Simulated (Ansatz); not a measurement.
TePt in space group R-3m (No. 166; Te on 6c, Pt on 6c), r²SCAN (plane waves, PAW; program Ansatz), all energies at zero smearing, with the estimated change up to a 700 eV cutoff added, with one set of potentials and settings (totals compare only within such a set). Cell of 4 atoms (2 Te, 2 Pt): -39067.852 eV.

| element | reference phase | E (eV/atom) |
|---|---|---|
| Te | P3_121, 3 atoms in the cell | -6994.9041 |
| Pt | Fm-3m, 1 atoms in the cell | -12538.2501 |

Formation energy per atom, worked out: (-39067.852 − 2×(-6994.9041) − 2×(-12538.2501))/4 = -0.386 eV/atom (-37 kJ per mol of atoms), at 0 K, without zero-point energy or fitted corrections.

The first step of the workflow began from a Materials Project structure, measured or hypothetical; the Crystallography Open Database files this formula in space group No. 166, but the cells were not matched. Its standing as an ambient phase is unchecked. The cell was relaxed with r²SCAN under the symmetry of its start; its stability against distortions is not shown here. The run is not spin-polarised. A crystal of weakly bound layers computed without a dispersion correction: the cell and the soft elastic constants depend strongly on that. The references are the lowest solids computed at this level, not always the standard phases. Scalar-relativistic: spin–orbit coupling is off unless named, which matters more the heavier the elements.

Potentials: the earlier of the program's two PAW sets.
